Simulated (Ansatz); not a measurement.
## How Sc (P6_3/mmc) stiffens under pressure

```
CELL_PARAMETERS angstrom
3.32904 0.00000 0.00000
-1.66452 2.88303 0.00000
0.00000 0.00000 5.20301
ATOMIC_POSITIONS crystal
Sc 0.33333 0.66667 0.25000
Sc 0.66667 0.33333 0.75000
```

This is the zero-pressure cell. At each pressure cell and atoms are relaxed in this structure, and the constants are slopes of the stress at strains of ±0.005 with relaxed ions (the coefficients that govern stability under load). Level: r²SCAN, PAW on Ansatz 0.2.0's default frozen-core files (fitted under PBE), scalar-relativistic; k mesh 16×16×10, strains of ±0.005, Fermi-Dirac smearing of 0.080 eV, cutoff 500 eV. P is the pressure of the relaxed cell, less that of this one.

```
P (GPa)    V/V₀  C11 (GPa)  C12 (GPa)  C13 (GPa)  C33 (GPa)  C44 (GPa)
   0.00  1.0000       97.8       44.0       28.9       95.7       26.4
   1.00  0.9824      102.5       47.0       31.2      100.1       27.0
   2.00  0.9660      107.0       50.0       33.4      104.4       27.6
   4.01  0.9361      115.7       55.8       37.9      112.6       28.7
   6.98  0.8979      127.8       64.0       44.7      123.2       30.3
   9.97       ?          ?          ?          ?          ?          ?
  15.02  0.8181      156.7       84.6       63.8      147.0       33.7
```

Question: Does the bulk modulus from the constants agree with the pressure-volume curve?

Answer: A third-order Birch-Murnaghan fit to the volumes shown (F against f, f = [(V₀/V)^(2/3) − 1]/2) gives B₀ = 54.8 GPa and B′ = 3.2. Its −V dP/dV stands beside the Reuss value 1/ΣS_ij (i, j ≤ 3):

```
P (GPa)  from P(V)  from the constants
   0.00       54.8                54.7
   1.00       57.9                57.9
   2.00       61.0                61.0
   4.01       67.1                67.1
   6.98       75.7                75.7
  15.02       97.3                97.6
```

Question: What are the pressure derivatives at zero pressure?

Answer: Slopes at V₀ of quadratic fits in −ln(V/V₀) through the first four rows shown, divided by B₀: dC11/dP = 4.8, dC12/dP = 3.1, dC13/dP = 2.2, dC33/dP = 4.5, dC44/dP = 0.5. The mean slopes up to 2.0 GPa are 4.6, 3.0, 2.2, 4.3, 0.6; curvature and scatter of the constants part the two.

Question: Fill the row at 9.97 GPa.

Answer: Cubic fits in −ln(V/V₀) through all rows shown give C11 = 139.2, C12 = 72.0, C13 = 51.7, C33 = 132.9, C44 = 31.7 GPa. Computed: V/V₀ = 0.8649, C11 (GPa) = 139.2, C12 (GPa) = 71.9, C13 (GPa) = 51.8, C33 (GPa) = 132.5, C44 (GPa) = 31.7.

Question: Does a shear stiffness soften?

Answer: C44 goes from 26.4 to 33.7 GPa; (C11 − C12)/2 goes from 26.9 to 36.0 GPa. Neither ends more than 3 % under its start, and the lattice stays mechanically stable over this range.

Known limits: no other phase was computed; many crystals of this kind change structure within this range, and rows or crossings beyond such a change describe a metastable lattice; frozen-core PAW files fitted under PBE, their cores solved anew for the functional of the run; responses of metals move with mesh and smearing; elastic stability says nothing of phonons or of other phases; phonons weren't checked at these pressures.
